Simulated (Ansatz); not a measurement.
Ti$_{2}$O: course of a relaxation

The calculation used DFT PBEsol, scalar-relativistic, plane waves, PAW in Ansatz 0.2.0. Run with 420 eV cutoff, 18×18×10 k-mesh, Gaussian smearing of 0.10 eV, no spin polarisation.

What was changed: relaxed at 30 GPa.

Other phases may be more stable at this pressure.

Command:

```bash
ansatz run input.yaml --threads 1 --pin off --max-ram 1331MiB --backend cpu --events-out ev --progress --plain --runs-dir out
```

Input:

```yaml
crystal:
  lattice:
    - [2.8317115935, 0.0, 0.0]
    - [-1.4158557967, 2.4523341762, 0.0]
    - [0.0, 0.0, 4.5518492112]
  atoms:
    - { symbol: Ti, position: [0.6666666667, 0.3333333333, 0.265424783] }
    - { symbol: Ti, position: [0.3333333333, 0.6666666667, 0.734575217] }
    - { symbol: O, position: [0.0, 0.0, 0.0] }
basis:
  ecutwfc: 420
kpoints:
  mp_grid: { grid: [18, 18, 10] }
hamiltonian:
  xc: pbesol
scf:
  occupations: { method: gaussian, width: 0.1 }
output:
  forces: true
  stress: true
  eigenvalues: true
relax:
  adjacent_minimum: "off"
  f_tol: 0.008
  max_steps: 50
  cell: { stress_tol: 0.08, p_target: 30.0 }
```

F is the free energy. Steps run on the plane waves of an earlier cell, but the last one, and at times one on the way, on a freshly chosen basis, so a repeated geometry can differ a little in energy. The relaxation lowers the enthalpy F + PV at the target pressure, so F itself can rise.

Steps:

```tsv
step	F − F(1) (eV)	largest force component (eV/Å)	V (Å³/atom)	P (GPa)
1	0.0000	0.190	10.536	31.11
2	-0.0041	0.056	10.542	30.75
3	-0.0189	0.003	10.567	29.83
4	-0.0145	0.002	10.559	30.05
5	-0.0147	0.002	10.559	30.06
```

Relaxed structure:

```yaml
crystal:
  lattice:
    - [2.82974, 0.00000, 0.00000]
    - [-1.41487, 2.45063, 0.00000]
    - [0.00000, 0.00000, 4.56795]
  atoms:
    - { symbol: Ti, position: [0.66667, 0.33333, 0.26746] }
    - { symbol: Ti, position: [0.33333, 0.66667, 0.73254] }
    - { symbol: O, position: [0.00000, 0.00000, 0.00000] }
```

Symmetry: P-3m1, No. 164, trigonal system. Conventional cell: a = 2.830 Å, b = 2.830 Å, c = 4.568 Å, α = 90.00°, β = 90.00°, γ = 120.00°. Around Ti (site symmetry 3m) lie 3 O at 2.04 Å. O (site symmetry -3m) is surrounded by 6 Ti at 2.04 Å.

The run converged. The run took of the order of 70 core-seconds.